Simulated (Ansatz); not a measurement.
One crystal and one scan (scan of one atom of the cell) at two levels, PBE (plane waves to 420 eV, PAW, scalar-relativistic; Ansatz, a first-principles code) and r2SCAN (plane waves to 500 eV, PAW, scalar-relativistic; Ansatz), each from its own relaxed cell and on its own mesh.

The crystal is GaN (wurtzite); one Ga atom of a 4-atom cell moves by s along Cartesian [111], with its periodic images.

Energies are smeared free energies. GaN was relaxed with its symmetry unable to fall.

| quantity | run 1 | run 2 |
|---|---|---|
| Lattice constant a (Å) | 3.183 | 3.218 |
| Lattice constant c (Å) | 5.184 | 5.243 |
| Relaxed volume (Å³/atom) | 11.37 | 11.76 |
| Band gap of the relaxed cell, no spin-orbit coupling (eV) | 2.35 | 1.71 |
| Force constant k = d²E/ds² at s = 0 (finite differences) (eV/Å²) | 15.90 | 14.27 |

Which run is which level?

Run 2 is PBE, run 1 is r2SCAN. PBE gives the higher value for: lattice constant a; lattice constant c; relaxed volume. PBE gives the lower value for: band gap of the relaxed cell, no spin-orbit coupling; force constant k = d²E/ds² at s = 0. Both give the same shape of the curve: a single well with its minimum at or next to zero displacement.

(For displaced atoms, the force is minus the slope of the energy, and its curvature is a force constant, which sets phonon frequencies.)
